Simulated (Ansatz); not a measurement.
## Property card for SiBi2O5

SiBi$_{2}$O$_{5}$:
```
SiBi2O5
1.0
    7.57541    -2.74110     0.00000
    7.57541     2.74110     0.00000
    0.00000     0.00000     5.30615
Si Bi O
2 4 10
Cartesian
  7.57541  -0.99116   3.97961
  7.57541   0.99116   1.32654
  5.07336  -1.55297   1.32654
 10.07747   1.55297   3.97961
 10.07747  -1.55297   1.32654
  5.07336   1.55297   3.97961
  3.78103   0.00000   0.00000
 11.36980   0.00000   2.65307
 11.36980   0.00000   0.00000
  3.78103   0.00000   2.65307
  6.18324  -1.79360   3.97961
  8.96759   1.79360   1.32654
  8.96759  -1.79360   3.97961
  6.18324   1.79360   1.32654
  7.57541   0.00000   0.00000
  7.57541   0.00000   2.65307
```

Space group Cmcm (No. 63); conventional cell a = 15.151 Å, b = 5.482 Å, c = 5.306 Å, α = β = γ = 90.00°.

Method: the program Ansatz at the r²SCAN level (PAW). Structure relaxed to zero pressure with the same functional. Other levels are named where they apply.

**Cell and energy**

```yaml
volume_per_atom: 13.77 Å³
density: 7.93 g/cm³
Formation energy from the elements (no fitted shifts): -1.95 eV/atom
```

**Electronic structure**

```yaml
band_gap: 3.29 eV (indirect)
valence_band_maximum: on the Γ–Z line, 33 % of the way from Γ (k = 0.000, 0.000, 0.167 in fractions of the reciprocal vectors)
conduction_band_minimum: at Y (k = 0.500, 0.500, 0.000 in fractions of the reciprocal vectors)
smallest_direct_gap_on_the_standard_path: 3.34 eV
electron_effective_mass: 0.39, 0.41, 1.8 mₑ (principal values)
Electron effective mass with spin–orbit coupling: 0.47, 0.48, 1.4 mₑ (principal values)
hole_effective_mass: 0.64, 2.2, 4.4 mₑ (principal values)
Hole effective mass with spin–orbit coupling: 0.65, 2.2, 3.9 mₑ (principal values)
HSE06 gap on the r²SCAN cell: 4.03 eV
Gap with spin–orbit coupling: 2.90 eV
```

**Mechanics**

```yaml
Bulk modulus (Birch–Murnaghan fit): 103 GPa
Pressure derivative B′: 5.6
```

**Charges**

```yaml
bader_charges: Si +3.32, Bi +2.00, O -1.71 to -1.23 e
```

The start of the workflow was typed in or built on a structure type; neither database checked (COD, Materials Project) lists it. Whether it is the stable phase at ambient conditions was not checked. Symmetry was held in the r²SCAN relaxation; whether a distortion lowers the energy is not shown. The references are the lowest solids computed at this level, not always the standard phases (solids in place of the gases). Spin–orbit coupling is left out wherever it is not named.

Potentials: the earlier of the program's two PAW sets.
